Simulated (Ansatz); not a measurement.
According to DFT-PBE in the program Ansatz with PAW potentials, Ge in the hexagonal phase (P6/mmm; Pearson symbol hP40) relaxes to a = 10.731 Å, c = 10.901 Å. Ge on 6l has 4 nearest neighbours from 2.46 Å (tetrahedral); Ge on 12o has 4 nearest neighbours from 2.44 Å (tetrahedral); Ge on 4h has 4 nearest neighbours from 2.44 Å (tetrahedral).

It is gapped at this level: 0.57 eV (indirect). The valence maximum lies at Γ and the conduction minimum at K (2 equivalent valleys). Electrons at the band edge weigh 0.14, 0.14, 0.33 mₑ (principal values). The hole mass is 0.22, 0.22, 2.9 mₑ (principal values).

The start of the workflow was typed in or built on a structure type; neither database checked (COD, Materials Project) lists it. It is not the phase usual at ambient conditions (space group No. 227). The cell was relaxed with PBE under the symmetry of its start; whether a distortion lowers the energy is not shown. Scalar-relativistic: spin–orbit coupling is off unless named, which matters more the heavier the elements.

Potentials: the later of the program's two PAW sets.
